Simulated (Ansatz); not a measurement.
GaAs:
Space group P6₃mc (No. 186); a = b = 4.000 Å, c = 13.127 Å, α = β = 90.00°, γ = 120.00°

```csv
atom,site,symmetry,x,y,z
Ga,2b,3m.,0.3333,0.6667,0.4999
As,2b,3m.,0.6667,0.3333,0.1877
Ga,2a,3m.,0.0000,0.0000,0.2504
As,2a,3m.,0.0000,0.0000,0.4370
```

Relaxed with r²SCAN.

Tabulate the valence density and the electron localisation function along the shortest Ga–As contact (2.45 Å), the program Ansatz at the r²SCAN level (PAW).



```tsv
distance from Ga (Å)	density (e/Å³)	ELF
0.24	27.00	0.00
0.37	12.34	0.04
0.49	4.66	0.07
0.61	1.81	0.15
0.73	0.92	0.23
0.86	0.62	0.30
0.98	0.51	0.41
1.10	0.48	0.59
1.22	0.50	0.75
1.35	0.56	0.80
1.47	0.67	0.78
1.59	0.87	0.73
1.71	1.42	0.65
1.84	2.94	0.52
1.96	6.51	0.35
2.08	13.07	0.20
2.20	22.06	0.15
```

The density is the valence pseudo-density with augmentation charge, so density and ELF within about 1 Å of a nucleus are not all-electron values.

Space group P6_3mc. The start of the workflow was typed in or built on a structure type; the Crystallography Open Database copy checked does not list it. It is not the phase usual at ambient conditions (space group No. 216). Symmetry was held in the r²SCAN relaxation; whether a distortion lowers the energy is not shown.

Potentials: the later of the program's two PAW sets.
